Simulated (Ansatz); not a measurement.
One starting cell of TiB2 (a generated cell, TiB2 built in the AlB2 structure type) was relaxed twice with Ansatz (plane waves, PAW, scalar-relativistic): with r2SCAN at 500 eV and with PBE at 420 eV. The r2SCAN result:

```
TiB2
1.0
    3.02494     0.00000     0.00000
   -1.51247     2.61968     0.00000
    0.00000     0.00000     3.22390
Ti B
1 2
Direct
  0.00000   0.00000   0.00000
  0.33333   0.66667   0.50000
  0.66667   0.33333   0.50000
```

| quantity | r2SCAN | PBE |
|---|---|---|
| space group | P6/mmm | P6/mmm |
| volume (Å³/atom) | 8.52 | ___ |
| a (Å) | 3.025 | ___ |
| c (Å) | 3.224 | ___ |
| gap (eV, no spin-orbit coupling) | 0.00 | ___ |
| energy after exchanging Ti and B (Pmm2), against the parent (eV/atom) | +1.44 | ___ |

Question: What does PBE give for the same quantities?

Answer: 
- volume (Å³/atom), PBE: 8.56
- a (Å), PBE: 3.032
- c (Å), PBE: 3.224
- gap (eV, no spin-orbit coupling), PBE: 0.00
- energy after exchanging Ti and B (Pmm2), against the parent (eV/atom), PBE: +1.37

Both levels end in the same structure; PBE's volume is within 0.5 % of r2SCAN's. Neither column is exact.

No spin polarisation in the result.

The run could not lose the symmetry of its start.

All atoms sit on sites fixed by symmetry, so only the cell could relax.

Ansatz is a first-principles code.
